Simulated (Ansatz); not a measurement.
MoPt:
```xyz
2
Lattice="3.1763 0.0000 0.0000 0.0000 3.1763 0.0000 0.0000 0.0000 3.1763" Properties=species:S:1:pos:R:3 pbc="T T T"
Pt     0.0000     0.0000     0.0000
Mo     1.5882     1.5882     1.5882
```

Relaxed with PBE. Special points in fractions of this cell's reciprocal vectors: Γ (0.000, 0.000, 0.000); X (0.000, 0.500, 0.000); M (0.500, 0.500, 0.000); R (0.500, 0.500, 0.500).

Question: List the band energies nearest the Fermi level at these points for DFT-PBE in the program Ansatz with PAW potentials.

Answer: In eV from the Fermi level; about four levels below and three above (degenerate sets whole), none deeper than 8.9 eV; … stands for higher levels left out; points with the same levels are listed once.

| k | below | above |
|---|---|---|
| Γ | -6.16 -6.16 -3.30 -3.30 -3.30 | 0.05 0.05 2.30 2.30 2.30 |
| X | -2.44 -0.82 -0.82 -0.58 | 0.86 3.02 … |
| M | -4.74 -4.74 -1.39 -1.15 | 0.48 0.48 0.50 |
| R | -3.21 -3.21 -3.21 -1.32 -1.32 | 2.24 2.24 3.67 |

Space group Pm-3m (CsCl type). The start of the workflow was typed in or built on a structure type; neither database checked (COD, Materials Project) lists it. Its standing as an ambient phase is unchecked. The PBE relaxation kept the symmetry of its start; whether a distortion lowers the energy is not shown. No spin polarisation was allowed. Its formation energy is positive at this level, so the cell may be metastable or incomplete. Scalar-relativistic: spin–orbit coupling is off unless named, which matters more the heavier the elements.

Potentials: the later of the program's two PAW sets.
